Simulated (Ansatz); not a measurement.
BaTiO3 (tetragonal-perovskite type, space group P4mm)

```
BaTiO3
1.0
    3.95540     0.00000     0.00000
    0.00000     3.95540     0.00000
    0.00000     0.00000     4.04437
Ti Ba O
1 1 3
Direct
  0.50000   0.50000   0.44692
  0.00000   0.00000   0.93184
  0.50000   0.50000   0.90189
  0.50000   0.00000   0.41267
  0.00000   0.50000   0.41267
```

The slice is a (001) plane (indices of the conventional cell) through the point (0.000, 0.500, 0.413) (fractional), spanned by u = [100] and v = [010] in vectors of this cell: u (3.96 Å) and v (3.96 Å, at 90° to u). It covers one period; positions are fractions (u, v).

These are PBEsol (plane waves to 420 eV, PAW, scalar-relativistic; Ansatz, a first-principles code) values and carry that method's errors. k mesh 8×8×8. These are valence fields of a PAW run, semicore shells included where kept as valence: close to a nucleus they are smooth pseudo fields. BaTiO3 is run without spin polarisation. BaTiO3 was relaxed with its symmetry unable to fall.

Question: Around which element is the density of the highest valence band (whole band, smooth part) largest on this plane?

Answer: O. Mean over a disc round each atom, of radius 0.45 times the shortest bond: O 0.148, Ti 0.005 e/Å³.

Question: Around which element is the density of the lowest conduction band (whole band as if filled, smooth part) largest on this plane?

Answer: Ti. Mean over a disc round each atom, of radius 0.45 times the shortest bond: Ti 0.138, O 0.021 e/Å³.

Question: Predict the map of the valence electron density on the slice.

Answer: 
```
|9988765556899999998655567889|
|9887655456789999987654556788|
|8877654445678999876544456778|
|7766544334567888765433445667|
|6555443333456666654333344555|
|4444332223345555543322233444|
|3333222223344555443322222333|
|2222222223445555544322222222|
|1111112234455666554432211111|
|1111112234566777665432211111|
|0000112345677888776543211000|
|0000112345678898876543211000|
|0000112345788999887543211000|
|0000112346789999987643211000|
|0000112345788999887543211000|
|0000112345678898876543211000|
|0000112345677888776543211000|
|1111112234566777665432211111|
|1111112234455666554432211111|
|2222222223445555544322222222|
|3333222223344555443322222333|
|4444332223345555543322233444|
|6555443333456666654333344555|
|7766544334567888765433445667|
|8877654445678999876544456778|
|9887655456789999987654556788|
|9988765556899999998655567889|
|9998765556899999998655567899|
```
Scale: ten equal steps from -1.42 (start of '0') to 0.99 (end of '9'), in the order '0123456789'. Values: log₁₀ of the valence density in e/Å³. The map has 28 points along u (one character each, u = 0 at the left) and 28 along v (v = 0 in the bottom row). The scale is logarithmic, as a density can span decades between atoms and voids.
